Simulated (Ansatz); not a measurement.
The following input was run with Ansatz 0.2.0.

```yaml
crystal:
  lattice:
    - [7.6192367481, 0.0, 0.0]
    - [-3.809618374, 6.5984525813, 0.0]
    - [0.0, 0.0, 2.9112990899]
  atoms:
    - { symbol: Si, position: [0.7678317162, 0.1740753499, 0.3256285714] }
    - { symbol: Si, position: [0.5937563663, 0.7678317162, 0.8256285714] }
    - { symbol: Si, position: [0.8259246501, 0.5937563663, 0.3256285714] }
    - { symbol: Si, position: [0.2321682838, 0.8259246501, 0.8256285714] }
    - { symbol: Si, position: [0.4062436337, 0.2321682838, 0.3256285714] }
    - { symbol: Si, position: [0.1740753499, 0.4062436337, 0.8256285714] }
    - { symbol: "N", position: [0.0298827494, 0.3299417877, 0.3256285714] }
    - { symbol: "N", position: [0.6999409617, 0.0298827494, 0.8256285714] }
    - { symbol: "N", position: [0.6700582123, 0.6999409617, 0.3256285714] }
    - { symbol: "N", position: [0.9701172506, 0.6700582123, 0.8256285714] }
    - { symbol: "N", position: [0.3000590383, 0.9701172506, 0.3256285714] }
    - { symbol: "N", position: [0.3299417877, 0.3000590383, 0.8256285714] }
    - { symbol: "N", position: [0.3333333333, 0.6666666667, -0.1743714286] }
    - { symbol: "N", position: [0.6666666667, 0.3333333333, 0.3256285714] }
basis:
  ecutwfc: 420
kpoints:
  mp_grid: { grid: [6, 6, 8] }
  band_path:
    path:
      - [[0.0, 0.0, 0.0], [0.5, 0.0, 0.0], [0.33333333, 0.33333333, 0.0], [0.0, 0.0, 0.0], [0.0, 0.0, 0.5], [0.5, 0.0, 0.5], [0.33333333, 0.33333333, 0.5], [0.0, 0.0, 0.5]]
      - [[0.5, 0.0, 0.5], [0.5, 0.0, 0.0]]
      - [[0.33333333, 0.33333333, 0.5], [0.33333333, 0.33333333, 0.0]]
    npoints: 10
hamiltonian:
  xc: lda
scf:
  occupations: { method: gaussian, width: 0.02 }
  n_extra_bands: 35
output:
  forces: true
  stress: true
  eigenvalues: true
  populations: true
  dos: { projected: true, de: 0.02, nscf_kmesh: { grid: [9, 9, 12] } }
  bader: false
  write_density: true
  write_potential: true
  elf: true
  volumetric_format: npy
```

Command:
```bash
ansatz run input.yaml --threads 4 --pin off --max-ram 10240MiB --backend cpu --events-out ev --progress --plain --runs-dir out
```

Theory: DFT LDA, scalar-relativistic, plane waves, PAW (Ansatz).

Part of what the program printed, abridged (final results; tables in files aren't shown):

```
SCF 1 converged in 7 iterations: F = -6660.670418 eV  dr2 = 1.30e-8
SCF converged after 7 iterations
Free energy (F): -6660.670418 eV
Harris-Foulkes:  -6660.670418 eV  (|F-HF|=7.36e-9)
Internal energy: -6660.670418 eV  (E = F + TS)
E sigma→0 (E₀):  -6660.670418 eV
Fermi energy:    10.011011 eV
--- Per-component energies (eV) ---
  E_band       = 44.467826
  E_kinetic    = 1346.720011
  E_local      = -2163.571293  (includes V_loc(G=0)·N_el)
  E_nonlocal   = 527.275171
  E_hartree    = 713.653824
  E_xc         = -817.465734
  E_vxc        = -908.178214  (∫ρ·V_xc dr)
  E_paw        = -3867.911739  (= ΣΔE_a)
  E_vpaw       = -185.087552  (= ΣTr[D̂ρ^β])
  E_aug_tail   = 0.000797  (compensation charges beyond the density's cutoff)
  E_ewald      = -2400.517793
  E_core_change = 1.146337  (= ΣΔE_core)
  E_smearing   =  0.000000  (= −TS)
--- Forces (eV/Å), atoms counted from 1 ---
  atom   1  Si     0.00134510     0.02117120     0.00000000
  atom   2  Si    -0.01766225     0.01175049     0.00000000
  atom   3  Si    -0.01900735    -0.00942071     0.00000000
  atom   4  Si    -0.00134510    -0.02117120     0.00000000
  atom   5  Si     0.01766225    -0.01175049     0.00000000
  atom   6  Si     0.01900735     0.00942071     0.00000000
  atom   7  N      0.01144163     0.02413597     0.00000000
  atom   8  N     -0.01518155     0.02197673     0.00000000
  atom   9  N     -0.02662318    -0.00215925     0.00000000
  atom  10  N     -0.01144163    -0.02413597     0.00000000
  atom  11  N      0.01518155    -0.02197673     0.00000000
  atom  12  N      0.02662318     0.00215925     0.00000000
  atom  13  N      0.00000000     0.00000000     0.00000000
  atom  14  N      0.00000000     0.00000000     0.00000000
--- Stress (GPa, compression-positive) ---
       -4.502227       0.000000       0.000000
        0.000000      -4.502227       0.000000
        0.000000       0.000000      -5.125344
  P = ⅓ Tr σ = -4.7099 GPa (-47.099 kbar)
--- Band table (eV; the first three rows and the last of 40) ---
  k-point 0: bands = ["-10.1077", "-8.6172", "-8.6172", "-7.9927", "-7.8454", "-7.8454", "-6.5646", "-6.2330", "-0.1314", "-0.1314", "-0.0400", "0.5830", "0.5830", "2.0860", "2.0860", "2.9424", "3.3601", "3.8834", "3.8834", "4.0482", "4.0482", "4.6128", "4.6128", "4.6513", "5.1564", "6.3960", "6.3960", "6.6393", "6.6393", "7.4681", "7.5619", "7.7402", "12.0893", "12.5181", "12.6876", "12.6876", "13.0113", "13.0113", "13.6902", "15.2935", "15.7986", "15.7986", "16.3325", "17.2820", "17.2820", "17.5262", "17.5262", "17.5878", "18.2278", "18.2278", "18.2939", "18.2939", "19.0599", "19.0599", "19.0729", "19.2990", "19.8909", "19.8909", "20.1932", "20.1932", "21.2942", "21.7879", "22.4120", "22.5 ...
  k-point 1: bands = ["-9.9183", "-8.4461", "-8.4461", "-7.8592", "-7.6966", "-7.6966", "-6.4877", "-6.2041", "-0.1096", "-0.1096", "0.0799", "0.6154", "0.6154", "2.1518", "2.1518", "2.5819", "2.9531", "3.3558", "3.3558", "3.4288", "3.4288", "4.4060", "4.5245", "4.5245", "4.5872", "6.3570", "6.3570", "6.6724", "6.6724", "6.8565", "7.0230", "7.9326", "13.1015", "13.2191", "13.5329", "13.5329", "13.5640", "13.5640", "14.0205", "15.3610", "15.5937", "15.5937", "16.7608", "16.8637", "16.8637", "16.9715", "16.9715", "17.1336", "17.3289", "17.3289", "18.0905", "18.0905", "18.5156", "19.0357", "19.0357", "19.3387", "20.2938", "20.2938", "20.7983", "20.7983", "20.9692", "21.6583", "21.9595", "22.625 ...
  k-point 2: bands = ["-9.3716", "-7.9664", "-7.9664", "-7.5092", "-7.3019", "-7.3019", "-6.3088", "-6.2031", "-0.3451", "-0.3451", "0.3692", "0.3692", "0.3947", "1.2198", "2.1249", "2.1249", "2.4226", "2.4541", "2.4541", "2.8861", "2.8861", "3.3713", "4.3124", "4.4710", "4.4710", "5.7218", "6.2578", "6.2578", "6.3319", "6.6096", "6.6096", "7.8764", "13.4675", "13.4675", "14.2382", "14.4931", "14.4931", "14.7590", "14.9808", "15.4907", "15.4907", "15.6607", "15.7057", "15.7057", "16.2482", "16.6473", "16.6473", "16.7755", "16.7755", "17.2320", "17.8696", "18.3626", "18.3626", "19.2110", "19.2110", "19.8314", "20.1563", "20.7011", "20.7011", "20.8836", "21.4337", "21.4337", "21.9695", "23.214 ...
  k-point 39: bands = ["-7.5379", "-7.5379", "-6.9245", "-6.9245", "-6.9033", "-6.9033", "-6.2232", "-6.2232", "-1.2174", "-1.2174", "-0.5813", "-0.5813", "-0.3341", "-0.3341", "1.4169", "1.4169", "1.7251", "1.7251", "3.0925", "3.0925", "3.3268", "3.3268", "3.5706", "3.5706", "5.1768", "5.1768", "6.0344", "6.0344", "6.5335", "6.5335", "6.8195", "6.8195", "12.7995", "12.7995", "13.5898", "13.5898", "13.9520", "13.9520", "14.1189", "14.1189", "14.3940", "14.3940", "15.3821", "15.3821", "16.7748", "16.7748", "17.7094", "17.7094", "18.1834", "18.1834", "18.5063", "18.5063", "19.5982", "19.5982", "20.1957", "20.1957", "20.3088", "20.3088", "21.6540", "21.6540", "22.3932", "22.3932", "22.8059", "2 ...
--- Löwdin populations: 14 sites ---
  site symbol q [e]
     0     Si      2.5915
     1     Si      2.5915
     2     Si      2.5915
     3     Si      2.5915
     4     Si      2.5915
     5     Si      2.5915
     6      N      5.9395
     7      N      5.9395
     8      N      5.9395
     9      N      5.9395
    10      N      5.9395
    11      N      5.9395
    12      N      5.9504
    13      N      5.9504
  spilling = 0.014268 (of n_electrons = 64.000000)
```

The run converged.

The run took 52 s on 4 threads of Intel(R) Xeon(R) Processor @ 2.50GHz (Skylake/Cascade Lake), on a shared host, peak memory 0.91 GiB.